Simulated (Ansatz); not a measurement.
## Ansatz 0.2.0, single run: CO

Launch command:

```bash
ansatz run input.yaml --threads 1 --pin off --max-ram 2560MiB --backend cpu --events-out ev --progress --plain --runs-dir out
```

The input file (Ansatz 0.2.0, plane waves):

```yaml
crystal:
  lattice:
    - [5.63, 0.0, 0.0]
    - [0.0, 5.63, 0.0]
    - [0.0, 0.0, 5.63]
  atoms:
    - { symbol: C, position: [0.958, 0.958, 0.958] }
    - { symbol: C, position: [0.542, 0.042, 0.458] }
    - { symbol: C, position: [0.458, 0.542, 0.042] }
    - { symbol: C, position: [0.042, 0.458, 0.542] }
    - { symbol: O, position: [0.067, 0.067, 0.067] }
    - { symbol: O, position: [0.433, 0.933, 0.567] }
    - { symbol: O, position: [0.567, 0.433, 0.933] }
    - { symbol: O, position: [0.933, 0.567, 0.433] }
  symmetry: { tolerance: 0.0003 }
kpoints:
  mp_grid: { grid: [3, 3, 3], shift: [0, 0, 0] }
magnetization:
  noncollinear: true
  spin_orbit: true
scf:
  occupations: { method: fermi_dirac }
hamiltonian:
  pseudopotentials: { kind: paw_fr }
  xc: pbe
basis:
  ecutwfc: 420
output:
  forces: true
  stress: true
  eigenvalues: true
```

Origin of the cell: a database entry, scaled a little.

The smearing width isn't typed, so it takes its default of 0.1 eV.

Output (shortened):

```
SCF iter   1: F=—  HF=-3268.888381 eV  Δρ=9.54e-2  dr2=1.03e1  dr2_m=0.00e0 (ungated)  |M|=0.00e0 ∫|m|=0.00e0 μB
SCF iter   2: F=—  HF=-3266.643629 eV  Δρ=6.29e-2  dr2=4.28e0  dr2_m=0.00e0 (ungated)  |M|=0.00e0 ∫|m|=0.00e0 μB  defer=46
SCF iter   3: F=—  HF=-3265.107553 eV  Δρ=8.73e-3  dr2=7.64e-2  dr2_m=0.00e0 (ungated)  |M|=0.00e0 ∫|m|=0.00e0 μB  defer=46
SCF iter   4: F=—  HF=-3265.105018 eV  Δρ=4.56e-3  dr2=3.21e-2  dr2_m=0.00e0 (ungated)  |M|=0.00e0 ∫|m|=0.00e0 μB  defer=46
SCF iter   5: F=—  HF=-3265.102653 eV  Δρ=6.64e-4  dr2=1.20e-3  dr2_m=0.00e0 (ungated)  |M|=0.00e0 ∫|m|=0.00e0 μB  defer=46
SCF iter   6: F=—  HF=-3265.103098 eV  Δρ=2.39e-4  dr2=1.00e-4  dr2_m=0.00e0 (ungated)  |M|=0.00e0 ∫|m|=0.00e0 μB  defer=46
SCF iter   7: F=—  HF=-3265.103181 eV  Δρ=3.01e-5  dr2=1.49e-6  dr2_m=0.00e0 (ungated)  |M|=0.00e0 ∫|m|=0.00e0 μB  defer=46
SCF iter   8: F=—  HF=-3265.103101 eV  Δρ=5.90e-6  dr2=3.82e-8  dr2_m=0.00e0 (ungated)  |M|=0.00e0 ∫|m|=0.00e0 μB
SCF iter   9: F=-3265.103101 eV  HF=-3265.103101 eV  Δρ=7.82e-7  dr2=8.10e-10  dr2_m=0.00e0 (ungated)  |M|=0.00e0 ∫|m|=0.00e0 μB
SCF 1 converged in 9 iterations: F = -3265.103101 eV  dr2 = 8.10e-10
SCF converged after 9 iterations
Magnetization: |M| = 0.0000 μB,  M = (+0.0000, +0.0000, +0.0000) μB
Absolute magnetization: 0.0000 μB (∫|m|)
  site 0: m = (+0.0000, +0.0000, +0.0000) μB, |m| = 0.0000 μB  (R = 0.44 Å)
  site 1: m = (+0.0000, +0.0000, +0.0000) μB, |m| = 0.0000 μB  (R = 0.44 Å)
  site 2: m = (+0.0000, +0.0000, +0.0000) μB, |m| = 0.0000 μB  (R = 0.44 Å)
  site 3: m = (+0.0000, +0.0000, +0.0000) μB, |m| = 0.0000 μB  (R = 0.44 Å)
  site 4: m = (+0.0000, +0.0000, +0.0000) μB, |m| = 0.0000 μB  (R = 0.44 Å)
  site 5: m = (+0.0000, +0.0000, +0.0000) μB, |m| = 0.0000 μB  (R = 0.44 Å)
  site 6: m = (+0.0000, +0.0000, +0.0000) μB, |m| = 0.0000 μB  (R = 0.44 Å)
  site 7: m = (+0.0000, +0.0000, +0.0000) μB, |m| = 0.0000 μB  (R = 0.44 Å)
Free energy (F): -3265.103101 eV
Harris-Foulkes:  -3265.103101 eV  (|F-HF|=3.17e-9)
Internal energy: -3265.103101 eV  (E = F + TS)
E sigma→0 (E₀):  -3265.103101 eV
Fermi energy:    -0.837717 eV
--- Per-component energies (eV) ---
  E_band       = -445.597045
  E_kinetic    = 1033.432293
  E_local      = -3254.017533  (includes V_loc(G=0)·N_el)
  E_nonlocal   = 319.906312
  E_hartree    = 1110.550132
  E_xc         = -471.853214
  E_vxc        = -592.499789  (∫ρ·V_xc dr)
  E_paw        = -1032.666478  (= ΣΔE_a)
  E_vpaw       = -173.529320  (= ΣTr[D̂ρ^β])
  E_aug_tail   = 0.010080  (compensation charges beyond the density's cutoff)
  E_ewald      = -970.464693
  E_smearing   = -0.000000  (= −TS)
  Σ components = -3265.103101   (vs F -3265.103101, Δ=0.00e0)
--- Forces (eV/Å), atoms counted from 1 ---
  atom   1  C     -6.119491    -6.119491    -6.119491
  atom   2  C      6.119491     6.119491    -6.119491
  atom   3  C     -6.119491     6.119491     6.119491
  atom   4  C      6.119491    -6.119491     6.119491
  atom   5  O      6.125756     6.125756     6.125756
  atom   6  O     -6.125756    -6.125756     6.125756
  atom   7  O      6.125756    -6.125756    -6.125756
  atom   8  O     -6.125756     6.125756    -6.125756
  max |Σ_I F_I| component: 4.44e-15 eV/Å
--- Stress (GPa, compression-positive) ---
       14.032767      -0.000000       0.000000
       -0.000000      14.032767       0.000000
        0.000000       0.000000      14.032767
  P = ⅓ Tr σ = 14.0328 GPa (140.328 kbar)
```

The run took 10 s on 1 thread of Arm Neoverse V2 (shared host), peak memory 0.54 GiB, from the program's own first density.
